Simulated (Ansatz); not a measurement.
Sr₂Bi:
```
CELL_PARAMETERS angstrom
     -2.51898     2.51898     8.94614
      2.51898    -2.51898     8.94614
      2.51898     2.51898    -8.94614
ATOMIC_POSITIONS crystal
  Sr 0.50000 0.00000 0.50000
  Sr 0.00000 0.50000 0.50000
  Sr 0.32267 0.32267 0.00000
  Sr 0.67733 0.67733 0.00000
  Bi 0.13522 0.13522 0.00000
  Bi 0.86478 0.86478 0.00000
```

This is the PBEsol-relaxed structure.

Q: All from DFT-PBEsol in the program Ansatz with PAW potentials, unless another level is named. Estimate the density of states at the Fermi level.

A: 0.25 states/eV per atom (mean over ±0.08 eV).

Q: Give the formation energy from the elements (no fitted shifts).

A: -0.80 eV/atom.

Space group I4/mmm. The workflow started from an entry of the Crystallography Open Database (COD). Whether it is the stable phase at ambient conditions was not checked. The PBEsol relaxation kept the symmetry of its start; whether a distortion lowers the energy is not shown. The references are the lowest solids computed at this level, not always the standard phases. Spin–orbit coupling is left out wherever it is not named.

Potentials: the later of the program's two PAW sets.
